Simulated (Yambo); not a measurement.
AgNO$_{3}$ (space group R3m, No. 160), G0W0@PBEsol in Yambo with this input:

```
rim_cut
gw0
dyson
el_el_corr
HF_and_locXC
ppa
em1d
RandQpts= 1000000
RandGvec= 1 Ry
EXXRLvcs= 84 Ry
VXCRLvcs= 336 Ry
Chimod= "HARTREE"
% BndsRnXp
 5 | 132 |
%
NGsBlkXp= 8 Ry
% LongDrXp
 1.0 | 1.0 | 1.0 |
%
PPAPntXp= 27.2114 eV
% GbndRnge
 1 | 132 |
%
GTermKind= "BG"
DysSolver= "n"
ExtendOut
```

On a 4×4×4 mesh, with wavefunctions cut at 84 Ry, the gap (L → Z) is 4.268 eV and the valence edge shifts by -1.279 eV.

Question: What happens with this change: 53 bands in G?

Answer: The gap rises by 0.037 eV, to 4.305 eV; the shift of the valence edge becomes -1.297 eV. Neither run is shown to be the converged limit. In the run with 132 bands and a 8 Ry block, which covers more k points, the smallest G0W0 gap is 4.13 eV, L → Γ.

Spin-orbit coupling is not included.

Geometry relaxed with PBE+D3(BJ); primitive cell a = b = c = 4.073 Å, α = β = γ = 78.42°.

A shift is the quasiparticle energy of the state minus its PBEsol energy.
